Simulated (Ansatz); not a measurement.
HfO$_{2}$:
```
HfO2
1.0
    3.60476     0.00000     0.00000
    0.00000     3.60476     0.00000
    0.00000     0.00000     5.26481
Hf O
2 4
Direct
  0.50000   0.50000   0.50000
  0.00000   0.00000   0.00000
  0.00000   0.50000   0.69325
  0.00000   0.50000   0.19325
  0.50000   0.00000   0.80675
  0.50000   0.00000   0.30675
```

DFT-PBE in the program Ansatz with PAW potentials gives a gap of 4.67 eV without spin–orbit coupling, maximum at Z, minimum at Γ.

Question: What happens when spin–orbit coupling is switched on?

Answer: The gap is nearly the same, to 4.67 eV; maximum on the Γ–Z line, 97 % of the way from Γ, minimum at Γ.

Question: Give the electron effective mass with spin–orbit coupling.

Answer: 0.91, 0.91, 1.0 mₑ (principal values).

Space group P4_2/nmc. This is a known high-temperature phase of the composition, computed here at zero pressure and temperature. The PBE relaxation kept the symmetry of its start; its stability against distortions is not shown here. The run is not spin-polarised.

Potentials: the earlier of the program's two PAW sets.
